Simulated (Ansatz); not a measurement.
# MgTi8O16: ⁴⁹Ti nuclear quadrupole resonance

Cell: a Materials Project structure (computed, not necessarily an observed phase), taken as it stands.

```
CELL_PARAMETERS angstrom
5.20361 0.00000 0.00000
0.15698 5.64603 0.00000
0.17880 0.31174 9.37099
ATOMIC_POSITIONS crystal
Mg 0.45976 0.37271 0.59986
Ti 0.90612 0.63889 0.63219
Ti 0.34947 0.39454 0.89565
Ti 0.61139 0.07126 0.35375
Ti 0.10938 0.89078 0.12589
Ti 0.08525 0.38599 0.37127
Ti 0.61622 0.58519 0.13547
Ti 0.36904 0.87625 0.63501
Ti 0.85447 0.10875 0.87001
O 0.54843 0.61743 0.73554
O 0.06209 0.39633 0.76456
O 0.94442 0.11350 0.26878
O 0.44615 0.87668 0.23248
O 0.45001 0.37730 0.26578
O 0.94167 0.61395 0.23392
O 0.04403 0.90837 0.73622
O 0.53980 0.13207 0.76170
O 0.17752 0.15198 0.99593
O 0.70169 0.86237 0.50976
O 0.30624 0.65468 0.01583
O 0.79799 0.36862 0.49453
O 0.80883 0.86257 0.00993
O 0.30482 0.13496 0.48572
O 0.68418 0.35960 0.98947
O 0.21853 0.62618 0.50932
```

Sites (sets of like atoms) are named by element and the number of their first atom in this list.

The numbers come from a DFT calculation in Ansatz (r2SCAN, plane waves and PAW, scalar-relativistic, 500 eV cutoff, Γ-centred 7×6×4 k-points, Fermi–Dirac smearing 0.05 eV).

⁴⁹Ti: I = 7/2, Q = 247.0 mb (year-2017 value). Static lattice, zero field.

Q: At which frequencies do the ⁴⁹Ti NQR lines lie?

A: For I = 7/2 and η = 0 the lines are |C_Q|/14 times 1, 2 and 3; η shifts the lowest up most. At large η the states mix, and weaker lines appear at sums of the main ones; lines under 5 % of the strongest are left out.

| site | atoms | V_zz (10²¹ V/m²) | C_Q (MHz) | η | line frequencies (MHz) |
| --- | --- | --- | --- | --- | --- |
| Ti2 | 2 | -2.12 | -12.7 | 0.47 | 1.44, 1.68, 2.66, 3.12 |
| Ti3 | 3 | -3.93 | -23.5 | 0.37 | 2.35, 3.17, 4.96, 5.52 |
| Ti4 | 4 | 4.15 | 24.8 | 0.36 | 2.45, 3.36, 5.25, 5.82 |
| Ti5 | 5 | -1.12 | -6.66 | 0.28 | 0.597, 0.918, 1.42 |
| Ti6 | 6 | -1.63 | -9.74 | 0.55 | 1.22, 1.28, 2.02, 2.50 |
| Ti7 | 7 | -2.53 | -15.1 | 0.73 | 1.96, 2.30, 3.05, 4.26 |
| Ti8 | 8 | 3.47 | 20.7 | 0.90 | 2.73, 3.65, 4.05 |
| Ti9 | 9 | 2.50 | 14.9 | 0.66 | 1.94, 2.13, 3.05, 4.06 |

Q: And for Ti-47 (I = 5/2, Q = 302.0 mb) on Ti4?

A: C_Q scales with Q to 30.3 MHz, with lines at 5.15, 8.88 MHz.

At this cell the r2SCAN pressure is -6 GPa, so with r2SCAN the cell would shrink if it were relaxed. The entry's cell may itself be off. The largest force is 0.3 eV/Å, so the atoms aren't at the calculated equilibrium and relaxing them would move these values. The run finds no gap above 0.1 eV (a metal, or nearly one), so the gradients can move by 10 % or more with the k-mesh. Semilocal functionals can leave a metal where correlation in the d or f shell opens a gap in the real compound, and that would change the values at and beside Ti.

The run took 16 min of wall time (28 min of CPU time) and 2.9 GiB at its peak, on 2 threads of Intel Xeon Processor @ 2.50GHz (Skylake/Cascade Lake) (x86_64; 62 cores open to the job, memory cap 5.0 GiB, no GPU), a shared host with a load of 0.9 a core.
